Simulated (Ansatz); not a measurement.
Below is a relaxed structure of AlZn3. The cell was found from a structure generator's guess, not taken from experiment.

Computed with DFT PBE, scalar-relativistic, plane waves, PAW (Ansatz 0.2.0). Cutoff 420 eV, Γ-centred mesh, Gaussian smearing, no spin polarisation.

```
Al Zn
1.0
     5.04026    0.00000    0.00000
     0.00000    5.04026    0.00000
     0.00000    0.00000    5.04026
Al Zn
2 6
Direct
  0.00000 0.00000 0.00000
  0.50000 0.50000 0.50000
  0.25000 0.00000 0.50000
  0.50000 0.75000 0.00000
  0.75000 0.00000 0.50000
  0.50000 0.25000 0.00000
  0.00000 0.50000 0.75000
  0.00000 0.50000 0.25000
```

Energies over the elements count from the elements' standard structures at the same level, with no fitted energy shifts.

(1) What space group does it have?

(2) How far does it lie from the elements in energy?

(3) Is it a metal?

## Answers

(1) Pm-3n (No. 223), the A15 type. Conventional cell: a = 5.040 Å. Al has 12 Zn at 2.82 Å; Zn is surrounded by 2 Zn at 2.52 Å, 4 Al at 2.82 Å and 8 Zn at 3.09 Å.

(2) +0.07 eV/atom. It can't be a ground state, since the elements alone are lower.

(3) Yes, bands cross the Fermi level on the 8×8×8 mesh.

The last run used an 8×8×8 mesh for its 8-atom cell and Gaussian smearing of 0.10 eV. A later test with randomly moved atoms ended 1 meV/atom lower, in P4_2/mmc at a loose tolerance, which is no clear verdict on its stability.
